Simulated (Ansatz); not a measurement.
**SnTe: relaxation (Ansatz)**

Run with:

```bash
ansatz run input.yaml --threads 2 --pin off --max-ram 2560MiB --backend cpu --events-out ev --progress --plain --runs-dir out
```

Input:

```yaml
crystal:
  lattice:
    - [0.0, 3.154254, 3.154254]
    - [3.154254, 0.0, 3.154254]
    - [3.154254, 3.154254, 0.0]
  atoms:
    - { symbol: Te, position: [0.5, 0.5, 0.5] }
    - { symbol: Sn, position: [0.0, 0.0, 0.0] }
  symmetry: { tolerance: 0.0003 }
kpoints:
  mp_grid: { grid: [9, 9, 9], shift: [0, 0, 0] }
magnetization:
  spin_polarized: false
scf:
  occupations: { method: fermi_dirac }
  lower_state_search: "off"
hamiltonian:
  pseudopotentials: { kind: paw }
  xc: pbe
basis:
  ecutwfc: 420
  fft_grid_basis: typed
relax:
  max_steps: 60
  cell: { p_target: 0.0 }
  f_tol: 0.03
output:
  forces: true
  stress: true
  eigenvalues: true
  bader: true
  populations: true
  elf: true
  write_potential: true
  volumetric_format: npy
  dos:
    e_range: [-12, 8]
    de: 0.05
    projected: { site_lists: { Sn: [Sn], Te: [Te] } }
checkpoint:
  read: saved_state
```

Origin of the cell: a database entry, scaled a little.

The smearing width isn't typed, so it takes its default of 0.1 eV.

The saved state is a converged single point of the same cell.

Steps («new basis» is an SCF on plane waves selected anew at the same cell):

```
step  ΔF (meV/atom)  max force component (eV/Å)  P (GPa)  volume (Å³)  SCF iterations   step was
   1            0.0                       0.000     2.12        62.77               6   accepted
   2           -8.5                       0.000    -0.54        66.72               5   accepted
   3           -9.3                       0.000    -0.04        65.87               4   accepted
   4           -9.6                       0.000    -0.05        65.87               5  new basis
```

The starting structure.

Space group Fm-3m (No. 225); the run's cell has a = 4.461 Å, b = 4.461 Å, c = 4.461 Å, α = 60.00°, β = 60.00°, γ = 60.00°. Shortest distances: Sn–Te 3.15 Å.

After:

Space group Fm-3m (No. 225); the run's cell has a = 4.533 Å, b = 4.533 Å, c = 4.533 Å, α = 60.00°, β = 60.00°, γ = 60.00°. Shortest distances: Sn–Te 3.21 Å.

```yaml
crystal:
  lattice:
    - [0.00000, 3.20546, 3.20546]
    - [3.20546, 0.00000, 3.20546]
    - [3.20546, 3.20546, 0.00000]
  atoms:
    - { symbol: Te, position: [0.50000, 0.50000, 0.50000] }
    - { symbol: Sn, position: [0.00000, 0.00000, 0.00000] }
```

```yaml
Free_energy_lowered_by: 9.6 meV/atom
Volume_change: 4.95 %
Final_pressure: -0.05 GPa
Relaxation_steps_listed: 4
Gap_on_the_mesh: 0.52 eV
```

Caveats: no spin-orbit coupling, though heavy elements are present; the relaxation held the start's symmetry, so the end may be a saddle point.

It ran for 20 s on 2 threads of Arm Neoverse N1 (shared host), peak memory 0.41 GiB, from a saved density.
